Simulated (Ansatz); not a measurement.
CuCl in space group P3_121 (No. 152; Cu on 3b, Cl on 3a), PBE+D3(BJ) (plane waves, PAW; program Ansatz). The conduction-band minimum lies at Γ, with 1 equivalent valley. Second derivatives d²E/dk² of the lowest band at one valley (eV·Å²), along Cartesian directions:

```tsv
direction	d²E/dk²
[100]	9.964
[010]	9.964
[001]	16.00
[110]	9.964
[101]	12.98
[011]	12.98
```

Q: Find the principal effective masses, the density-of-states mass and the conductivity mass.

A: Off-diagonal terms follow from H_xy = H[110] − (H_xx + H_yy)/2, and m*/mₑ = 7.620 eV·Å² over each eigenvalue: 0.48, 0.76, 0.76. One valley's DOS mass (m₁m₂m₃)^(1/3) = 0.65, conductivity mass 3/(Σ 1/mᵢ) = 0.64 mₑ.

Q: What effective density of states Nc follows at 300 K for parabolic valleys?

A: Nc = 2.509e19 × 1 × (0.65)^(3/2) ≈ 1.3e19 cm⁻³.

The start of the workflow was typed in or built on a structure type; neither database checked (COD, Materials Project) lists it. It is not the phase usual at ambient conditions (space group No. 216). Symmetry was held in the PBE+D3(BJ) relaxation; its stability against distortions is not shown here. The workflow began spin-polarised and lost its moments.

Potentials: the later of the program's two PAW sets.

Edges and masses are those of Kohn–Sham bands, whose gap is no quasiparticle gap.
